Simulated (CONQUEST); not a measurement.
Consider a self-consistent single point of Mo (I4/mmm, 2 atoms in the cell; from Materials Project mp-129, changed as shown).

```xyz
2
Lattice="3.1676 0.0000 0.0000 0.0000 3.1993 0.0000 0.0000 0.0000 3.1676" Properties=species:S:1:pos:R:3 pbc="T T T"
Mo     0.0000     0.0000     0.0000
Mo     1.5838     1.5996     1.5838
```

Level of theory: CONQUEST with PBE, numerical atomic orbitals double-zeta with polarisation (the shipped basis), PseudoDojo norm-conserving potentials made for PBE.

CONQUEST settings:

| key | value |
|---|---|
| basis | DZP |
| Diag.MPMeshX, Y, Z | 5 5 5 |
| potentials | PseudoDojo norm-conserving PBE |
| Grid.GridCutoff | 140 Ha |
| DM.SolutionMethod | diagon |
| Diag.SmearingType | 1 |
| Diag.kT | 0.003675 Ha |
| Diag.GammaCentred | true |
| Diag.MPOrder | 0 |
| minE.SCTolerance | 1.0e-06 |
| SC.MaxIters | 100 |
| SC.LinearMixingFactor | 0.5 |
| SC.KerkerPreCondition | true |
| SC.KerkerFactor | 0.1 1/bohr |
| AtomMove.TypeOfRun | static |

Results:

```
Quantity                                                 Result
------------------------------------------------  -------------
Number of valence electrons                                  28
Number of bands                                              38
Number of k-points after the program's reduction             63
Size of the basis                                            38
Number of SCF iterations                                      7
FFT grid                                           32 × 36 × 32
Free energy E − TS                                -3823.9309 eV
Fermi level (on the code's own zero)                   -5.64 eV
Pressure                                              -1.38 GPa
```

For comparison: a first run was changed to give this one (lattice vector b scaled by 1.01), and from it to this one the free energy hardly moves (within 1 meV/atom) and the pressure goes from 0.70 to -1.38 GPa.

The program uses no crystal symmetry, so grid and mesh can part values that symmetry would make equal. The atom-centred basis is finite, which shifts total energies and pressures against plane waves. The structure comes from a collection of computed structures, made at another level of theory; the collection holds predicted forms beside known ones. No clean gap shows at this smearing width and mesh (spacing up to 0.40 Å⁻¹); the mesh is coarse for partly filled bands, so the values carry mesh errors.

Cost on one core: about 50 core-seconds (a rough figure).
